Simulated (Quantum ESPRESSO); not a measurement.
HfMg2W3Ta2, input and log of a self-consistent run

A calculation, not a measurement. The program is pw.x of Quantum ESPRESSO 7.5 (plane-wave density functional theory). The cell is made up: eight metal atoms on a face-centred cubic lattice, with elements, volume, strain and displacements drawn at random and not relaxed, so it may be unstable or far from any real phase. PseudoDojo standard norm-conserving files set the functional (PBE unless stated); there is no spin polarisation or spin-orbit coupling, the Fermi-Dirac width of 0.25 eV means electrons at about 2900 K, and the masses in the input are unused placeholders. Heavy elements are run without spin-orbit coupling, which real alloys of them have. A spin test at this wide smearing found no moment, but such smearing suppresses magnetism that the real alloy may have.

Input:

```
&control calculation='scf', pseudo_dir='./dojo.nc.sr.pbe.v0_5.standard.upf', outdir='./o', disk_io='minimal', tprnfor=.true., tstress=.true. /
&system ibrav=0, nat=8, ntyp=4, nbnd=66, ecutwfc=87.97787729, nosym=.true., tot_charge=0,
 occupations='smearing', smearing='fd', degauss=0.0183746611
/
&electrons conv_thr=1.470e-08, electron_maxstep=70, mixing_beta=0.5 /
ATOMIC_SPECIES
Hf 1.0 Hf.upf
Mg 1.0 Mg.upf
Ta 1.0 Ta.upf
W 1.0 W.upf
CELL_PARAMETERS angstrom
2.2056 4.2519 2.0895
0.0049 4.287 -4.2543
-4.2899 4.2215 -0.0606
ATOMIC_POSITIONS angstrom
Hf 0.0112 0.0137 -0.0565
Mg -2.1212 2.1828 -0.0676
W -0.0231 2.1379 -2.1615
Ta -2.1905 4.2727 -2.1723
Mg -0.0002 4.2142 -0.0038
W -2.1119 6.3956 -0.056
Ta 0.0102 6.3538 -2.1478
W -2.1247 8.4621 -2.1788
K_POINTS automatic
5 5 5 1 1 1
```

The log is shortened where brackets say so; the opening notice, blank lines, dates and the lines on written files are dropped, and the path of the files is cut. It prints rydbergs, bohrs and kilobars, and counts compression as positive stress. Its total energy is the free energy E - TS of the whole cell.

```
     Program PWSCF v.7.5
     Parallel version (MPI & OpenMP), running on       4 processor cores
     Number of MPI processes:                 4
     Threads/MPI process:                     1
     [start-up lines left out]
     bravais-lattice index     =            0
     lattice parameter (alat)  =       9.8754  a.u.
     unit-cell volume          =    1046.7341 (a.u.)^3
     number of atoms/cell      =            8
     number of atomic types    =            4
     number of electrons       =       100.00
     number of Kohn-Sham states=           66
     kinetic-energy cutoff     =      87.9779  Ry
     charge density cutoff     =     351.9115  Ry
     scf convergence threshold =      1.5E-08
     mixing beta               =       0.5000
     number of iterations used =            8  plain     mixing
     Exchange-correlation= PBE
                           (   1   4   3   4   0   0   0)
     [axes and pseudopotential details left out]
   Cartesian axes
     site n.     atom                  positions (alat units)
         1        Hf     tau(   1) = (   0.0021432   0.0026216  -0.0108117  )
         2        Mg     tau(   2) = (  -0.4059065   0.4176941  -0.0129357  )
         3        W      tau(   3) = (  -0.0044203   0.4091022  -0.4136182  )
         4        Ta     tau(   4) = (  -0.4191676   0.8176112  -0.4156849  )
         5        Mg     tau(   5) = (  -0.0000383   0.8064168  -0.0007272  )
         6        W      tau(   6) = (  -0.4041269   1.2238431  -0.0107160  )
         7        Ta     tau(   7) = (   0.0019518   1.2158443  -0.4109966  )
         8        W      tau(   8) = (  -0.4065763   1.6192824  -0.4169287  )
     number of k points=    63  Fermi-Dirac smearing, width (Ry)=  0.0184
                       cart. coord. in units 2pi/alat
        k(    1) = (  -0.0009040   0.1228865   0.0009935), wk =   0.0320000
        k(    2) = (  -0.1831498   0.1861822   0.0645658), wk =   0.0320000
     [further k points left out]
     Dense  grid:   116671 G-vectors     FFT dimensions: (  60,  72,  72)
     Estimated max dynamical RAM per process >     450.78 MB
     Estimated total dynamical RAM >       1.68 GB
     Initial potential from superposition of free atoms
     starting charge      99.9932, renormalised to     100.0000
     Starting wfcs are   70 randomized atomic wfcs
     total cpu time spent up to now is        6.2 secs
     per-process dynamical memory:   368.0 Mb
     Self-consistent Calculation
     iteration #  1     ecut=    87.98 Ry     beta= 0.50
     Davidson diagonalization with overlap
     ethr =  1.00E-02,  avg # of iterations =  3.0
     Threshold (ethr) on eigenvalues was too large:
     Diagonalizing with lowered threshold
     Davidson diagonalization with overlap
     ethr =  2.29E-04,  avg # of iterations =  6.5
     total cpu time spent up to now is       36.9 secs
     total energy              =   -1065.66279629 Ry
     estimated scf accuracy    <       0.26273207 Ry
     iteration #  2     ecut=    87.98 Ry     beta= 0.50
     Davidson diagonalization with overlap
     ethr =  2.63E-04,  avg # of iterations =  2.1
     total cpu time spent up to now is       49.8 secs
     total energy              =   -1065.61783194 Ry
     estimated scf accuracy    <       0.37765063 Ry
     iteration #  3     ecut=    87.98 Ry     beta= 0.50
     Davidson diagonalization with overlap
     ethr =  2.63E-04,  avg # of iterations =  2.0
     total cpu time spent up to now is       62.2 secs
     total energy              =   -1065.66214086 Ry
     estimated scf accuracy    <       0.44953455 Ry
     iteration #  4     ecut=    87.98 Ry     beta= 0.50
     Davidson diagonalization with overlap
     ethr =  2.63E-04,  avg # of iterations =  1.1
     total cpu time spent up to now is       72.9 secs
     total energy              =   -1065.69830003 Ry
     estimated scf accuracy    <       0.04362598 Ry
     iteration #  5     ecut=    87.98 Ry     beta= 0.50
     Davidson diagonalization with overlap
     ethr =  4.36E-05,  avg # of iterations =  2.3
     total cpu time spent up to now is       85.4 secs
     total energy              =   -1065.70368632 Ry
     estimated scf accuracy    <       0.01997473 Ry
     [iterations 6 to 10 left out]
     iteration # 11     ecut=    87.98 Ry     beta= 0.50
     Davidson diagonalization with overlap
     ethr =  5.65E-09,  avg # of iterations =  2.1
     total cpu time spent up to now is      164.2 secs
     total energy              =   -1065.70676082 Ry
     estimated scf accuracy    <       0.00000545 Ry
     iteration # 12     ecut=    87.98 Ry     beta= 0.50
     Davidson diagonalization with overlap
     ethr =  5.45E-09,  avg # of iterations =  1.0
     total cpu time spent up to now is      175.0 secs
     total energy              =   -1065.70676149 Ry
     estimated scf accuracy    <       0.00000017 Ry
     iteration # 13     ecut=    87.98 Ry     beta= 0.50
     Davidson diagonalization with overlap
     ethr =  1.66E-10,  avg # of iterations =  4.4
     total cpu time spent up to now is      189.2 secs
     total energy              =   -1065.70676150 Ry
     estimated scf accuracy    <       0.00000024 Ry
     iteration # 14     ecut=    87.98 Ry     beta= 0.50
     Davidson diagonalization with overlap
     ethr =  1.66E-10,  avg # of iterations =  2.0
     total cpu time spent up to now is      201.2 secs
     total energy              =   -1065.70676152 Ry
     estimated scf accuracy    <       0.00000011 Ry
     iteration # 15     ecut=    87.98 Ry     beta= 0.50
     Davidson diagonalization with overlap
     ethr =  1.10E-10,  avg # of iterations =  1.0
     total cpu time spent up to now is      211.9 secs
     End of self-consistent calculation
     [lines on levels left out]
!    total energy              =   -1065.70676153 Ry
     estimated scf accuracy    <          6.0E-09 Ry
     smearing contrib. (-TS)   =      -0.12273640 Ry
     internal energy E=F+TS    =   -1065.58402513 Ry
     The total energy is F=E-TS. E is the sum of the following terms:
     one-electron contribution =    -318.46937804 Ry
     hartree contribution      =     186.77871115 Ry
     xc contribution           =    -218.19931345 Ry
     ewald contribution        =    -715.69404478 Ry
     convergence has been achieved in  15 iterations
     Forces acting on atoms (cartesian axes, Ry/au):
     atom    1 type  1   force =    -0.00185841   -0.00147746    0.01825690
     atom    2 type  2   force =    -0.01261526   -0.01928866    0.00146350
     atom    3 type  4   force =     0.02077689    0.01067232   -0.02105415
     atom    4 type  3   force =     0.00428346    0.00210901   -0.00898526
     atom    5 type  2   force =    -0.00333490    0.00528538   -0.01271898
     atom    6 type  4   force =    -0.01081307   -0.02581472   -0.02499817
     atom    7 type  3   force =     0.00835870    0.01019871    0.01588621
     atom    8 type  4   force =    -0.00479741    0.01831543    0.03214996
     Total force =     0.073431     Total SCF correction =     0.000137
     Computing stress (Cartesian axis) and pressure
          total   stress  (Ry/bohr**3)                   (kbar)     P=      -98.28
  -0.00060264  -0.00002532  -0.00009170          -88.65       -3.72      -13.49
  -0.00002532  -0.00081259   0.00008268           -3.72     -119.54       12.16
  -0.00009170   0.00008268  -0.00058896          -13.49       12.16      -86.64
     init_run     :      5.85s CPU      6.06s WALL (       1 calls)
     electrons    :    205.08s CPU    205.78s WALL (       1 calls)
     forces       :      2.54s CPU      2.56s WALL (       1 calls)
     stress       :      8.93s CPU      9.11s WALL (       1 calls)
     [timing details left out]
     PWSCF        :   3m42.52s CPU   3m43.68s WALL
     JOB DONE.
```

In other units: free energy -14499.679 eV for the cell, pressure -9.83 GPa, largest force component 0.827 eV/Å in size. The run took 225 s of wall time with four MPI processes on a shared machine (AMD EPYC, Zen 5, virtual cores), so the time is rough. A rerun of this cell at a higher cutoff and on a denser mesh moved values by no more than 0.003 eV in energy, 0.02 GPa in stress and 0.006 eV/Å in force, and a second program with other atomic files agreed on that cell to 2 % rms in force and 0.5 GPa in pressure.